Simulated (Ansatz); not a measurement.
GaN:
```
GaN
1.0
   -1.42642     1.42642     2.46910
    1.42642    -1.42642     2.46910
    1.42642     1.42642    -2.46910
Ga N
1 1
Cartesian
  0.00000   0.00000   3.73453
  0.00000   0.00000   1.77157
```

Relaxed with r²SCAN. Special points in fractions of this cell's reciprocal vectors: Γ (0.000, 0.000, 0.000); X (0.000, 0.000, 0.500); P (0.250, 0.250, 0.250); N (0.000, 0.500, 0.000); M (0.500, 0.500, -0.500); S (0.333, 0.667, -0.333); S0 (-0.333, 0.333, 0.333); R (-0.167, 0.167, 0.500); G (0.500, 0.500, -0.167).

List the band energies nearest the valence-band maximum at these points for plane-wave PAW r²SCAN (Ansatz code).

In eV from the valence-band maximum; about four levels below and three above (degenerate sets whole), none deeper than 8.9 eV; … stands for higher levels left out; points with the same levels are listed once.

| k | below | above |
|---|---|---|
| Γ | -0.80 -0.80 -0.63 | 1.86 11.26 … |
| X | -6.87 -4.11 -2.74 | 0.74 6.04 … |
| P | -5.67 -5.67 -3.43 | 2.80 … |
| N | -8.40 -2.16 -0.11 | 4.41 9.32 … |
| M | -8.13 -2.39 -2.39 | 2.72 9.73 … |
| S | -7.25 -5.93 -1.01 | 6.43 9.33 … |
| R | -5.92 -5.75 -3.80 | 4.03 7.78 … |

Space group I4mm. The workflow started from a Materials Project entry (that database holds measured and hypothetical structures alike); the Crystallography Open Database copy checked does not list it. It is not the phase usual at ambient conditions (space group No. 186, 216). The r²SCAN relaxation kept the symmetry of its start; its stability against distortions is not shown here. Spin–orbit coupling is left out wherever it is not named.

Potentials: the later of the program's two PAW sets.
